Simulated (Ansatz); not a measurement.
Input file for Ansatz (a quantum-chemistry and plane-wave program):

Ansatz 0.2 input:
```yaml
crystal:
  lattice:
    - [-2.6886352215, 2.6886352215, 5.233038333]
    - [2.6886352215, -2.6886352215, 5.233038333]
    - [2.6886352215, 2.6886352215, -5.233038333]
  atoms:
    - { symbol: Zn, position: [0.75, 0.25, 0.5] }
    - { symbol: Zn, position: [0.0, 0.0, 0.0] }
    - { symbol: Si, position: [0.25, 0.75, 0.5] }
    - { symbol: Si, position: [0.5, 0.5, 0.0] }
    - { symbol: P, position: [0.1417641198, 0.125, 0.5167641198] }
    - { symbol: P, position: [0.6082358802, 0.625, 0.4832358802] }
    - { symbol: P, position: [0.375, 0.8582358802, 0.9832358802] }
    - { symbol: P, position: [0.875, 0.3917641198, 0.0167641198] }
kpoints:
  mp_grid: { grid: [7, 7, 7] }
hamiltonian:
  xc: r2scan
  pseudopotentials: { kind: paw }
scf:
  occupations: { method: fixed }
checkpoint: { read: static.run }
output: { bader: true, populations: true }
```

Output (shortened):

```
Pseudopotential: Zn, paw, valence charge 12
Pseudopotential: Si, paw, valence charge 4
Pseudopotential: P, paw, valence charge 5
Functional definition: r2SCAN
Crystal: 8 atoms, lattice volume = 151.313 Å³
Basis set: ecut = 500 eV, 3819 PW (Γ), exchange–correlation on 192×192×192 points (64 copies of the dense FFT grid, shifted against one another)
Bands: 34, of which v1, the nominal top of the filled ones, is band 26 counted from 1 (25 counted from 0)
Symmetry: 8 space group operations
Space group: I-42d (ITA 122), of the structure as read, at distance tolerance 5.3e-5 Å
k-points: 40 of 343 (time reversal used)
Stability of the state it starts from, as read at its close in the unpolarized treatment …
iter 1 solved again at ethr=1.61e-7 eV; its pass at ethr=3.10e-3 eV (dr2=8.36e-5 eV) is discarded
SCF iter   1: F=—  HF=-10969.365767 eV  |F-HF|=—  |Δ(HF+E_count)|=         —  Δρ=1.51e-6  dr2=4.77e-9  dr2_τ=1.87e-10  ethr=1.61e-7  ⟨swp⟩=4.1  Hψ=10120  notcnv=0  defer=240
preconditioner: auto → Resta (q_TF=auto, 2.283 Å⁻¹)
SCF iter   2: F=-10969.365767 eV  HF=-10969.365767 eV  |F-HF|=1.10e-9  |Δ(HF+E_count)|=   2.53e-7  Δρ=8.25e-7  dr2=1.46e-9  dr2_τ=2.28e-10  ethr=9.18e-12  ⟨swp⟩=14.8  Hψ=8913  notcnv=0
SCF 1 converged in 2 iterations: F = -10969.365767 eV  dr2 = 1.46e-9
SCF converged after 2 iterations
Free energy (F): -10969.365767 eV
Harris-Foulkes:  -10969.365767 eV  (|F-HF|=1.10e-9)
Internal energy: -10969.365767 eV  (E = F + TS)
E sigma→0 (E₀):  -10969.365767 eV
Fermi energy:    6.707886 eV
--- Per-component energies (eV) ---
  E_band       = 35.706345
  E_kinetic    = 626.663283
  E_local      = -4497.644387  (includes V_loc(G=0)·N_el)
  E_nonlocal   = 1410.678271
  E_hartree    = 1895.777961
  E_xc         = -588.331778
  E_vxc        = -472.805640  (∫ρ·V_xc dr)
  E_paw        = -7035.014393  (= ΣΔE_a)
  E_vpaw       = -844.768783  (= ΣTr[D̂ρ^β])
  E_aug_tail   = -0.000085  (compensation charges beyond the density's cutoff)
  E_vtau       = 22.026690  (kinetic-family band-sum trace: ∫τ·v_τ [+ j·A + Jᵃ·Aᵃ] dr)
  E_ewald      = -2780.613166
  E_core_change = -0.881472  (= ΣΔE_core)
  E_smearing   =  0.000000  (= −TS)
  E_closure    =  0.000000  (closes the sum)
  Σ components = -10969.365767   (vs F -10969.365767, Δ=0.00e0)
  [band-id]    e_kinetic+e_local+e_nonlocal+2·e_hartree+e_vxc+e_vpaw+e_augmentation_tail+e_vtau = 35.705271   (vs E_band 35.706345, Δ=-1.07e-3)
--- Band table (eV; the first three rows and the last of 40) ---
  k-point 0: bands = ["-6.9326", "-3.8578", "-3.8498", "-3.8498", "-2.2228", "-0.2687", "-0.2002", "-0.2002", "-0.1888", "-0.0506", "-0.0361", "-0.0206", "0.0910", "0.0923", "0.0923", "0.2706", "1.8118", "2.1749", "2.1749", "2.5095", "3.0681", "4.2643", …
  k-point 1: bands = ["-6.7833", "-4.1547", "-4.0096", "-3.8680", "-1.9580", "-0.3691", "-0.2561", "-0.2040", "-0.1624", "-0.1008", "-0.0808", "0.0019", "0.0311", "0.1151", "0.1402", "0.3679", "1.6766", "2.2857", "2.3431", "2.9199", "3.0900", "4.1909", …
  k-point 2: bands = ["-6.3655", "-4.6908", "-4.2939", "-3.9843", "-1.4626", "-0.5513", "-0.2474", "-0.2093", "-0.1490", "-0.1380", "-0.1111", "-0.0301", "0.0278", "0.0679", "0.1658", "0.2184", "1.3232", "2.0388", "3.1857", "3.3452", "3.9357", "3.9897", …
  k-point 39: bands = ["-5.8724", "-5.8283", "-4.0987", "-3.8894", "-0.8896", "-0.8272", "-0.2343", "-0.2078", "-0.1615", "-0.1372", "-0.0687", "-0.0413", "0.0116", "0.0472", "0.2509", "0.5581", "2.4950", "2.5135", "2.8639", "3.0644", "4.0649", "4.4171", …
--- Löwdin populations: 8 sites ---
  site symbol       q [e]
     0     Zn     10.7303
     1     Zn     10.7303
     2     Si      3.5897
     3     Si      3.5897
     4      P      5.6562
     5      P      5.6562
     6      P      5.6562
     7      P      5.6562
  spilling = 0.014137 (of n_electrons = 52.000000)
--- Bader charges: 8 sites ---
  site symbol  charge [e]  shift [e]
     0     Zn      0.6657     0.0013
     1     Zn      0.6657     0.0013
     2     Si      2.1326     0.0326
     3     Si      2.1326     0.0326
     4      P     -1.3991     0.0157
     5      P     -1.3991     0.0157
     6      P     -1.3991     0.0157
     7      P     -1.3991     0.0157
  shift: an alarm, by how much a part of what the PAW files miss would move the charge. Where it is large, compare
  with a run on PAW files of another source; a small one proves nothing
  estimated error of the sums over rays = 3.4e-4 e
```

Cost: roughly 2.3 core-minutes on shared cores.

The cell was relaxed with r²SCAN under the symmetry of its start.

Potentials: the later of the program's two PAW sets.

Ansatz is a plane-wave DFT program.
